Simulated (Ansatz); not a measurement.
Relaxed-ion elastic tensor of Mg$_{2}$TeS in space group R3m (No. 160; Mg on 3a, Mg on 3a, Te on 3a, S on 3a) in GPa (Voigt order), r²SCAN in the plane-wave PAW code Ansatz; density 3.10 g/cm³, 27.86 Å³ per atom.

```
      1     2     3     4     5     6
-  ----  ----  ----  ----  ----  ----
1  72.7  32.4  29.0  -6.8   0.0   0.0
2  32.4  72.7  29.0   6.8   0.0   0.0
3  29.0  29.0  82.0   0.0   0.0   0.0
4  -6.8   6.8   0.0  13.7   0.0   0.0
5   0.0   0.0   0.0   0.0  13.7  -6.8
6   0.0   0.0   0.0   0.0  -6.8  20.2
```

Problem. Is the crystal mechanically stable?

Solution. Yes: the smallest eigenvalue of C is 9.4 GPa.

Problem. Work out the Voigt, Reuss and Hill averages.

Solution. K_V = 45.4, K_R = 45.3, K_H = 45.3; G_V = 18.7, G_R = 15.0, G_H = 16.8 GPa.

Problem. Give Young's modulus, Poisson's ratio, Pugh's ratio and the universal anisotropy index.

Solution. E = 9KG/(3K + G) = 44.9 GPa; ν = 0.33; K/G = 2.69 (ductile by the Pugh limit of 1.75); A_U = 5G_V/G_R + K_V/K_R − 6 = 1.23.

Problem. Estimate the sound speeds and the Debye temperature.

Solution. v_l = √((K + 4G/3)/ρ) = 4670 m/s, v_t = √(G/ρ) = 2330 m/s, mean 2610 m/s; Θ = (h/k)(3n/4πV)^(1/3) v_m = 257 K.

Problem. Solve the Christoffel equation for the three sound speeds along x, y, z.

Solution. Eigenvalues of C_ijkl n_j n_l equal ρv² (piezoelectric stiffening left out). In km/s, slowest first: x 1.74, 2.81, 4.84; y 2.04, 2.55, 4.87; z 2.10, 2.10, 5.14.

Problem. How much does each axis shrink under pressure?

Solution. Linear compressibilities β_i = Σ_j S_ij (j = 1 to 3): x 7.6, y 7.6, z 6.8 per TPa.

The workflow started from a Materials Project entry (that database holds measured and hypothetical structures alike); the Crystallography Open Database copy checked does not list it. Its standing as an ambient phase is unchecked. Symmetry was held in the r²SCAN relaxation; whether a distortion lowers the energy is not shown. Spin–orbit coupling is left out wherever it is not named.

Potentials: the later of the program's two PAW sets.
